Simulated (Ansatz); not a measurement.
**LuP (CsCl type) under strong compression**

```xyz
2
Lattice="3.3156 0.0000 0.0000 0.0000 3.3156 0.0000 0.0000 0.0000 3.3156" Properties=species:S:1:pos:R:3 pbc="T T T"
Lu    0.0000    0.0000    0.0000
P     1.6578    1.6578    1.6578
```

The cell comes from a relaxation on PAW files under the same functional, begun from a prototype that needn't be the stable phase.

Its volume is scaled at fixed shape and fractional positions.

Level of theory: DFT with LDA, scalar-relativistic, in Ansatz 0.2.0; a Γ-centred 12×12×12 k mesh, Fermi–Dirac smearing of 0.1 eV, no spin polarisation. LAPW: all electrons, basis error target 1 meV/atom; PAW: frozen-core files, cutoff 420 eV; crystal datasets: all electrons, by PAW datasets that the program makes for each cell; PAW (cutoff 250 eV): frozen-core files, cutoff 250 eV.

Energies are extrapolated to zero smearing and count from the unscaled cell; pressure is positive in compression; gaps take the mesh and a band path. No temperature or zero-point motion is included.

Spin–orbit coupling is left out, which matters for the heavy atoms. The PAW files were made under PBE.

```
V/V0  V (Å³/atom)  P LAPW (GPa)  ΔE LAPW (eV/atom)  P PAW − LAPW (GPa)  ΔE PAW − LAPW (meV/atom)
1.00        18.22          0.05              0.000               -0.01                       0.0
0.90        16.40             ?                  ?                   ?                         ?
0.80        14.58          36.6              0.348                0.00                      -0.1
0.70        12.76          74.7              0.965                0.01                       0.0
0.60        10.93         142.5              2.160                0.02                       0.2
0.50         9.11         272.0              4.437               -0.16                      -0.3
0.40         7.29         550.8              8.900               -0.38                      -3.4
```

Task: Fit the Vinet equation to the LAPW pressures shown (residuals weighted by 1/(|P| + 0.03·Pmax)), and predict the pressure of the withheld row.

Result: The fit gives V0 = 18.24 Å³/atom, B0 = 99.4 GPa and B0′ = 4.34. At 16.40 Å³/atom, x = (V/V0)^(1/3) = 0.9652, and P = 3·B0·(1 − x)/x²·exp[1.5·(B0′ − 1)·(1 − x)] = 13.29 GPa. The run itself gave 13.79 GPa (-3.6 % off) and ΔE = 0.072 eV/atom.

Task: From the table, what is the rise of the enthalpy H = E + pV up to the last row, and how stiff is the crystal between the last two rows?

Result: ΔH = 8.900 eV + (550.8 GPa × 7.29 Å³ − 0.05 GPa × 18.22 Å³) × 0.006242 eV/(GPa·Å³) = 33.95 eV/atom, of which pV makes 74 %. The mean bulk modulus there is −ΔP/Δln V = 1250 GPa.

Task: At the smallest volume, how far do crystal datasets and PAW (cutoff 250 eV) lie from LAPW in pressure?

Result: crystal datasets: 0.00 GPa; PAW (cutoff 250 eV): +34.83 GPa, on a LAPW pressure of 550.8 GPa.

Task: How do the Löwdin populations by LAPW change from the unscaled cell to the last row?

Result: Lu 5s 1.96 → 1.82, Lu 6s 0.53 → 0.42, Lu 5p 5.98 → 5.78, Lu 5d 2.32 → 4.41, Lu 4f 13.98 → 13.81, P 2s 1.99 → 1.94, P 3s 1.45 → 0.91, P 3p 3.73 → 2.77 electrons an atom. These are projections on the shells that the free atoms fill; 0.06 e a cell lies outside them at the start and 0.17 e at the end.
